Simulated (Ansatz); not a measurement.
SrSn₃Pd:
```xyz
5
Lattice="-2.4151 2.4151 5.6456 2.4151 -2.4151 5.6456 2.4151 2.4151 -5.6456" Properties=species:S:1:pos:R:3 pbc="T T T"
Sr     0.0000     0.0000    11.2456
Pd     0.0000     0.0000     7.2524
Sn     0.0000     2.4151     2.7769
Sn     2.4151     0.0000     2.7769
Sn     0.0000     0.0000     4.6392
```

Relaxed with r²SCAN. Special points in fractions of this cell's reciprocal vectors: Γ (0.000, 0.000, 0.000); X (0.000, 0.000, 0.500); P (0.250, 0.250, 0.250); N (0.000, 0.500, 0.000); M (0.500, 0.500, -0.500); S (0.296, 0.704, -0.296); S0 (-0.296, 0.296, 0.296); R (-0.092, 0.092, 0.500); G (0.500, 0.500, -0.092).

Task: List the band energies nearest the Fermi level at these points for plane-wave PAW r²SCAN (Ansatz code).

Result: In eV from the Fermi level; about four levels below and three above (degenerate sets whole), none deeper than 8.9 eV; points with the same levels are listed once.

| k | below | above |
|---|---|---|
| Γ | -3.03 -2.60 -1.87 -1.87 | 0.28 0.28 0.65 |
| X | -3.29 -2.60 -2.22 -2.05 | 1.64 2.05 3.04 |
| P | -3.36 -2.31 -2.31 -2.16 | 0.98 2.74 2.74 |
| N | -2.94 -1.70 -0.75 -0.27 | 0.10 1.11 1.43 |
| M | -2.65 -2.65 -2.34 -0.11 | 1.03 1.67 1.67 |
| S | -1.99 -1.82 -0.97 -0.61 | 0.55 1.17 2.30 |
| R | -3.16 -2.67 -1.85 -1.74 | 1.61 2.00 3.17 |

Space group I4mm. The workflow started from an entry of the Crystallography Open Database (COD). Whether it is the stable phase at ambient conditions was not checked. The cell was relaxed with r²SCAN under the symmetry of its start; whether a distortion lowers the energy is not shown. No spin polarisation was allowed. Spin–orbit coupling is left out wherever it is not named.

Potentials: the later of the program's two PAW sets.
